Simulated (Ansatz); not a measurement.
# CaAu$_{5}$: hydrostatic pressure series

Level of theory: DFT PBEsol, scalar-relativistic, plane waves, PAW (Ansatz 0.2.0). Settings: 420 eV cutoff, 8×8×8 k-mesh, Gaussian smearing of 0.10 eV, no spin polarisation.

The relaxed crystal:

```xyz
6
Lattice="0.0000 3.8601 3.8601 3.8601 0.0000 3.8601 3.8601 3.8601 0.0000" Properties=species:S:1:pos:R:3 pbc="T T T"
Ca    0.0000    0.0000    0.0000
Au    5.7901    5.7901    5.7901
Au    4.8228    2.8974    4.8228
Au    4.8228    4.8228    2.8974
Au    2.8974    2.8974    2.8974
Au    2.8974    4.8228    4.8228
```

Cell and atoms are relaxed at each pressure within the symmetry of the start, at zero temperature, so transitions that lower the symmetry aren't seen. The k-mesh given is that at zero pressure and may differ at others. a, b and c are the lengths of the cell vectors above.

Spin–orbit coupling is left out, which can shift energies with elements as heavy as these.

| P (GPa) | V (Å³/atom) | V/V0 | a (Å) | b (Å) | c (Å) |
| --- | --- | --- | --- | --- | --- |
| -1 | 19.32 | 1.008 | 5.473 | 5.473 | 5.473 |
| 0 | 19.17 | 1.000 | 5.459 | 5.459 | 5.459 |
| 1 | 19.01 | 0.992 | 5.444 | 5.444 | 5.444 |
| 4 | 18.60 | 0.970 | 5.404 | 5.404 | 5.404 |
| 12 | 17.72 | 0.924 | 5.317 | 5.317 | 5.317 |
| 25 | 16.68 | 0.870 | 5.211 | 5.211 | 5.211 |
| 50 | 15.34 | 0.800 | 5.068 | 5.068 | 5.068 |
| 90 | 14.00 | 0.730 | 4.916 | 4.916 | 4.916 |

(1) What bulk modulus and pressure derivative fit these points?

## Answers

(1) A third-order Birch–Murnaghan fit gives B0 = 124 GPa and B0' = 5.3.